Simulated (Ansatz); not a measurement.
In₂Au: frozen-core PAW against all-electron methods

```
CELL_PARAMETERS angstrom
0.00000 3.25100 3.28351
3.25100 0.00000 3.28351
3.25100 3.25100 0.00000
ATOMIC_POSITIONS crystal
In 0.25000 0.25000 0.25000
In 0.75000 0.75000 0.75000
Au 0.00000 0.00000 0.00000
```

Atom numbers follow the list: In1, In2, Au3.

Conventional cell: a = 4.598 Å, b = 4.598 Å, c = 6.567 Å, α = 90.00°, β = 90.00°, γ = 90.00°. In (atom 1) is surrounded by 4 Au at 2.82 Å. Au (atom 3) is surrounded by 8 In at 2.82 Å.

The cell is COD entry 9009001, as deposited and not checked against the literature; nothing was relaxed. The listed cell was then made from it by scaling, straining or moving an atom.

Spin–orbit coupling is left out, though it moves levels of the heavy atoms by tenths of an eV or more.

Methods: DFT, LDA, PAW with Ansatz's default frozen-core files, scalar-relativistic (Ansatz 0.2.0); DFT, LDA, all-electron LAPW, scalar-relativistic (Ansatz 0.2.0).

For PAW: a Γ-centred 10×10×10 k mesh, Fermi–Dirac smearing of 0.05 eV, cutoff 420 eV, no spin polarisation; the PAW files were made with PBE, and the program remakes their frozen cores for this functional. LAPW targets a basis error of 0.5 meV/atom. The Ansatz runs share mesh, smearing and spin set-up. Plane-wave (PAW) pressures include the program's estimate of the Pulay term.

Stress and pressure are positive in compression.

PAW results:

| quantity | PAW |
| --- | --- |
| pressure (GPa) | -1.99 |
| stress xx (GPa) | -1.89 |
| stress zz (GPa) | -2.20 |

Task: What does full-potential LAPW give for the same quantities?

Result: 
| quantity | LAPW |
| --- | --- |
| pressure (GPa) | -1.97 |
| stress xx (GPa) | -1.87 |
| stress zz (GPa) | -2.19 |
